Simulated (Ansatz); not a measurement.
Values for one crystal, relaxed and computed with plane-wave PAW PBE (Ansatz code); other levels are named.

- Volume per atom: 37.21 Å³
- Band gap: 5.01 eV (direct)
- Valence-band maximum: at Γ
- Conduction-band minimum: at Γ
- HSE06 gap on the PBE cell: 6.31 eV
- Electron effective mass: 0.36 mₑ (isotropic)
- Hole effective mass with spin–orbit coupling, band 1 of 2 at the edge: 4.4 along [100], 3.6 along [110], 3.4 along [111] (mₑ)

Task: Which compound is it?
A. YN, rock salt
B. CsCl, CsCl type
C. CsBr, CsCl type
D. RbBr, rock salt

Result: B, CsCl, CsCl type

Space group Pm-3m (CsCl type). Symmetry was held in the PBE relaxation. Spin–orbit coupling is left out wherever it is not named.

Potentials: the later of the program's two PAW sets.
